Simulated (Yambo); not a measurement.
TiO$_{2}$ (space group Pnma, No. 62), G0W0@LDA in Yambo with this input:

```
rim_cut
gw0
dyson
el_el_corr
HF_and_locXC
ppa
em1d
RandQpts= 1000000
RandGvec= 1 Ry
EXXRLvcs= 84 Ry
VXCRLvcs= 336 Ry
Chimod= "HARTREE"
% BndsRnXp
 5 | 308 |
%
NGsBlkXp= 7 Ry
% LongDrXp
 1.0 | 1.0 | 1.0 |
%
PPAPntXp= 27.2114 eV
% GbndRnge
 1 | 308 |
%
GTermKind= "BG"
DysSolver= "n"
ExtendOut
```

On a 2×4×1 mesh, with wavefunctions cut at 84 Ry, the gap ((0, 0.25, 0) → Γ) is 4.925 eV and the valence edge shifts by -0.440 eV.

Problem. What happens with this change: 3 Ry block?

Solution. The gap rises by 0.446 eV, to 5.371 eV; the shift of the valence edge becomes -0.473 eV. Neither run is shown to be the converged limit.

Geometry of the Materials Project entry, not relaxed at this level; primitive cell a = 5.987 Å, b = 3.773 Å, c = 9.073 Å, α = 90.00°, β = 90.00°, γ = 90.00°.

This is not the ordinary phase of the substance.

A shift is the quasiparticle energy of the state minus its LDA energy.
